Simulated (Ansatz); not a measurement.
The relaxed structure here is a generated cell of GaN: the first start was made by placing the elements on the sites of a structure type, and the end was not matched to a known phase here, so it may be hypothetical. Known forms of GaN include space group No. 186, 216.

A structure of GaN relaxed with PBEsol (plane waves to 420 eV, PAW, scalar-relativistic; Ansatz, a quantum-chemistry and plane-wave program); single points at other levels follow on the same geometry (Ansatz, PAW; HSE06 at 420 eV on a 4×6×8 k-mesh; no spin-orbit coupling). Space group Pmma (No. 51).

```
GaN
1.0
    5.56342     0.00000     0.00000
    0.00000     4.26905     0.00000
    0.00000     0.00000     2.87455
Ga N
2 2
Direct
  0.50000   0.00000   0.00000
  0.00000   0.00000   0.00000
  0.75000   0.00000   0.57903
  0.25000   0.00000   0.42097
```

```
level   gap (eV)      kind  conduction minimum
------  --------  --------  ------------------
PBEsol      0.71  indirect                   Γ
HSE06       1.65         –                   Γ
```

HSE06 gaps come from a coarse mesh plus a few chosen points, so they may be too large. No spin polarisation in the result.

The run could not lose the symmetry of its start, so the end can be a saddle point.

It was reached from a disturbed copy of a P4/mmm (No. 123) cell, against which it lies -0.06 eV/atom.
